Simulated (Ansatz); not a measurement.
SrAlO2F:
Space group P4/mmm (No. 123); a = b = 3.776 Å, c = 3.812 Å, α = β = γ = 90.00°

| atom | site | symmetry | x | y | z |
|---|---|---|---|---|---|
| Sr | 1d | 4/mmm | 0.5000 | 0.5000 | 0.5000 |
| Al | 1a | 4/mmm | 0.0000 | 0.0000 | 0.0000 |
| O | 2f | mmm. | 0.0000 | 0.5000 | 0.0000 |
| F | 1b | 4/mmm | 0.0000 | 0.0000 | 0.5000 |

Relaxed at zero pressure with PBEsol in the plane-wave PAW code Ansatz.

### Question
The volume is raised by 9 % and shape and atoms relax at that volume. What pressure results, and how do the axes share the change?

### Answer
-11.1 GPa; a 2.5 %, b 2.5 %, c 3.8 %; the energy rises by 37 meV/atom.

### Question
Give the new structure.

### Answer

Space group P4/mmm (No. 123); a = b = 3.870 Å, c = 3.956 Å, α = β = γ = 90.00°

```
atom  site  symmetry       x       y       z
----  ----  --------  ------  ------  ------
Sr      1d     4/mmm  0.5000  0.5000  0.5000
Al      1a     4/mmm  0.0000  0.0000  0.0000
O       2f      mmm.  0.0000  0.5000  0.0000
F       1b     4/mmm  0.0000  0.0000  0.5000
```

The phase is kept; no other phase was compared at this pressure.

The start of the workflow was typed in or built on a structure type; neither database checked (COD, Materials Project) lists it. Its standing as an ambient phase is unchecked. Symmetry was held in the PBEsol relaxation; whether a distortion lowers the energy is not shown.

Potentials: the earlier of the program's two PAW sets. The files were generated under PBE; for other functionals the program regenerates the frozen cores, and for LDA and PBEsol the local potential too.
